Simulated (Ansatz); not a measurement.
AgW (L1₀ or tetragonal B2, P4/mmm), r²SCAN (plane waves, PAW; program Ansatz), all energies at zero smearing, with the estimated change up to a 700 eV cutoff added, with one set of potentials and settings (totals compare only within such a set). Cell of 2 atoms (1 Ag, 1 W): -17999.740 eV.

```
element             reference phase  E (eV/atom)
-------  --------------------------  -----------
Ag        R-3m, 3 atoms in the cell   -7603.9440
W        Im-3m, 1 atoms in the cell  -10397.2967
```

Formation energy per atom, worked out: (-17999.740 − 1×(-7603.9440) − 1×(-10397.2967))/2 = 0.750 eV/atom (72 kJ per mol of atoms), at 0 K, without zero-point energy or fitted corrections.

The start of the workflow was typed in or built on a structure type; neither database checked (COD, Materials Project) lists it. Whether it is the stable phase at ambient conditions was not checked. Symmetry was held in the r²SCAN relaxation. At this level the phase is mechanically unstable. The run is not spin-polarised. Its formation energy is positive at this level, so the cell may be metastable or incomplete. The references are the lowest solids computed at this level, not always the standard phases. Scalar-relativistic: spin–orbit coupling is off unless named, which matters more the heavier the elements.

Potentials: the later of the program's two PAW sets.
